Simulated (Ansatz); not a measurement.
Starting structure of a cell relaxation (symmetry kept):

```
CELL_PARAMETERS angstrom
-1.98497 1.98497 4.77455
1.98497 -1.98497 4.77455
1.98497 1.98497 -4.77455
ATOMIC_POSITIONS crystal
Y 0.00000 0.00000 0.00000
Si 0.37295 0.37295 0.00000
Si 0.62705 0.62705 0.00000
Ni 0.75000 0.25000 0.50000
Ni 0.25000 0.75000 0.50000
```

All numbers below come from DFT PBEsol, scalar-relativistic, plane waves, PAW in Ansatz.

Cutoff 420 eV; k points 12×12×12 on the computed 5-atom cell (Γ-centred); Gaussian smearing, width 0.10 eV; no spin polarisation.

Q: What does it relax to?

A: The volume drops by 0.50 Å³/atom to 14.55 Å³/atom, and the energy falls by 7.9 meV/atom. Final structure:
```cif
data_structure
_symmetry_space_group_name_H-M 'I4/mmm'
_symmetry_Int_Tables_number 139
_cell_length_a 3.9226
_cell_length_b 3.9226
_cell_length_c 9.4568
_cell_angle_alpha 90.000
_cell_angle_beta 90.000
_cell_angle_gamma 90.000
_cell_volume 145.51
loop_
_atom_site_label
_atom_site_type_symbol
_atom_site_symmetry_multiplicity
_atom_site_Wyckoff_symbol
_atom_site_fract_x
_atom_site_fract_y
_atom_site_fract_z
_atom_site_occupancy
Y1 Y 2 a 0.00000 0.00000 0.00000 1
Si1 Si 4 e 0.00000 0.00000 0.37262 1
Ni1 Ni 4 d 0.00000 0.50000 0.25000 1
```

Spin polarisation was left out, and a magnetic state may lie lower.

Cost: 1 run of about 3 core-minutes, on Arm Neoverse V1 (shared hosts).